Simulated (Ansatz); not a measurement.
HfO2:
```
CELL_PARAMETERS angstrom
      3.22967     0.00000     0.00000
     -1.61483     2.79697     0.00000
      0.00000     0.00000     4.67779
ATOMIC_POSITIONS crystal
  Hf 0.00000 0.00000 0.00000
  O  0.33333 0.66667 0.20502
  O  0.66667 0.33333 0.79498
```

Relaxed with r²SCAN+D4. Special points in fractions of this cell's reciprocal vectors: Γ (0.000, 0.000, 0.000); M (0.500, 0.000, 0.000); K (0.333, 0.333, 0.000); A (0.000, 0.000, 0.500); L (0.500, 0.000, 0.500); H (0.333, 0.333, 0.500).

List the band energies nearest the valence-band maximum at these points for r²SCAN+D4 in the plane-wave PAW code Ansatz.

In eV from the valence-band maximum; about four levels below and three above (degenerate sets whole), none deeper than 8.9 eV; points with the same levels are listed once.

```csv
k,below,above
Γ,-3.86 -0.32 -0.32 -0.12,5.66 5.66 5.79
M,-1.77 -1.61 -1.20 -0.86,5.09 6.36 7.68
K,-2.97 -2.97 -1.38 -1.38 -0.65,5.05 6.86 6.86
A,-3.02 -1.33 -0.38 -0.38,5.58 5.58 6.81
L,-2.23 -1.31 -1.06 -0.23,5.53 6.71 7.65
H,-2.96 -1.13 -1.13 -0.97,5.90 7.03 7.03
```

Space group P-3m1 (CdI2 type). A made-up cell: these elements were put on the sites of a structure type; neither database checked (COD, Materials Project) lists it. It is not the phase usual at ambient conditions (space group No. 14, 29). Symmetry was held in the r²SCAN+D4 relaxation; its stability against distortions is not shown here. The run is not spin-polarised. Spin–orbit coupling is left out wherever it is not named.

Potentials: the earlier of the program's two PAW sets.
